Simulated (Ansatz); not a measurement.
SnTe2 built on the rutile prototype, relaxed with r2SCAN, was run in Ansatz 0.2.0 under altered settings. All numbers are computed, without spin polarisation but where a row says otherwise.

```xyz
6
Lattice="6.9586 0.0000 0.0000 0.0000 6.9586 0.0000 0.0000 0.0000 4.4179" Properties=species:S:1:pos:R:3 pbc="T T T"
Sn    0.0000    0.0000    0.0000
Sn    3.4793    3.4793    2.2090
Te    2.1039    2.1039    0.0000
Te    1.3753    5.5832    2.2090
Te    5.5832    1.3753    2.2090
Te    4.8546    4.8546    0.0000
```

The base run's other keys:
```yaml
kpoints:
  mp_grid: { grid: [2, 2, 4] }
hamiltonian:
  xc: hse06
scf:
  occupations: { method: fermi_dirac, width: 0.02 }
  n_extra_bands: 5
```

It takes 20 iterations with 4195 plane waves at 420 eV and 9 k points, and leaves a mean stress of -0.93 GPa. The gap over this mesh is 0.339 eV. It ran on 4 threads of Arm Neoverse N1, on a shared host.

Outcomes, with energy and stress as changes against the base:
```tsv
setting	outcome	ΔF (meV/atom)	Δ mean stress (GPa)	gap on the mesh (eV)	iterations	wall time
PBE hybrid, exx coeff 0.4, omega 0.3 1/Å	converged	–	-0.7	0.433	25	83 s
PBE hybrid, exx coeff 0.75, omega 0.5 1/Å	converged	–	-1.5	0.470	28	97 s
PBE hybrid, exx coeff 1.5, omega 0.1 1/Å	refused	–	–	–	–	0.04 s
basis.ecutwfc: 350	converged, warned	+2.5	0.0	0.339	20	53 s
```
A dash marks a value that wasn't obtained or can't be compared. Stress is positive in compression. The base took 67 s. The base's mesh is coarse for a hybrid, so its own values aren't converged.

- PBE hybrid, exx coeff 0.4, omega 0.3 1/Å. That is 40 % exact exchange, screened with ω = 0.3 1/Å, against HSE06's 25 % screened at 0.208 1/Å. The mean stress moves by -0.7 GPa and the gap on the mesh by +0.093 eV (to 0.433). Totals of different functionals aren't comparable.
- PBE hybrid, exx coeff 0.75, omega 0.5 1/Å. That is 75 % exact exchange, screened with ω = 0.5 1/Å, against HSE06's 25 % screened at 0.208 1/Å. The mean stress moves by -1.5 GPa and the gap on the mesh by +0.130 eV (to 0.470). Totals of different functionals aren't comparable.
- PBE hybrid, exx coeff 1.5, omega 0.1 1/Å. It is rejected at once. Error: invalid value for `hamiltonian.xc.exx.coeff`: must be finite and in (0, 1]; got 1.5
- basis.ecutwfc: 350. 3193 plane waves in place of 4195. The free energy moves by +2.5 meV an atom, the mean stress by 0.0 GPa and the gap on the mesh by 0.000 eV (to 0.339). The basis is too small: these are errors of the cutoff. Warned: cutoff below recommended.

No spin-orbit coupling is included; it can move band edges with weight on the heavy atoms by tenths of an eV.

The program warns that its thresholds are loose for a hybrid's stress.

The meshes of the hybrids are coarse, so their gaps aren't converged to the digits shown.
